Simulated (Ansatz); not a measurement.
Mg:
```
Mg
1.0
    1.59388     0.92023     7.71004
   -1.59388     0.92023     7.71004
    0.00000    -1.84045     7.71004
Mg
3
Cartesian
  0.00000   0.00000   0.00000
  0.00000   0.00000   5.13537
  0.00000   0.00000  17.99476
```

Relaxed with r²SCAN.

Question: Tabulate the valence density and the electron localisation function along the shortest Mg–Mg contact (3.15 Å), plane-wave PAW r²SCAN (Ansatz code).

Answer: 

| distance from Mg (Å) | density (e/Å³) | ELF |
|---|---|---|
| 0.32 | 15.09 | 0.35 |
| 0.47 | 5.54 | 0.44 |
| 0.63 | 1.23 | 0.33 |
| 0.79 | 0.26 | 0.10 |
| 0.95 | 0.13 | 0.04 |
| 1.10 | 0.11 | 0.12 |
| 1.26 | 0.10 | 0.37 |
| 1.42 | 0.10 | 0.54 |
| 1.58 | 0.10 | 0.57 |
| 1.73 | 0.10 | 0.54 |
| 1.89 | 0.10 | 0.37 |
| 2.05 | 0.11 | 0.12 |
| 2.21 | 0.13 | 0.04 |
| 2.37 | 0.26 | 0.10 |
| 2.52 | 1.23 | 0.33 |
| 2.68 | 5.54 | 0.44 |
| 2.84 | 15.09 | 0.35 |

The density is the valence pseudo-density with augmentation charge, so density and ELF within about 1 Å of a nucleus are not all-electron values.

Space group R-3m (9R (Sm type)). The workflow started from a Materials Project entry (that database holds measured and hypothetical structures alike); the Crystallography Open Database copy checked does not list it. It is not the phase usual at ambient conditions (space group No. 194). The cell was relaxed with r²SCAN under the symmetry of its start; whether a distortion lowers the energy is not shown.

Potentials: the later of the program's two PAW sets.
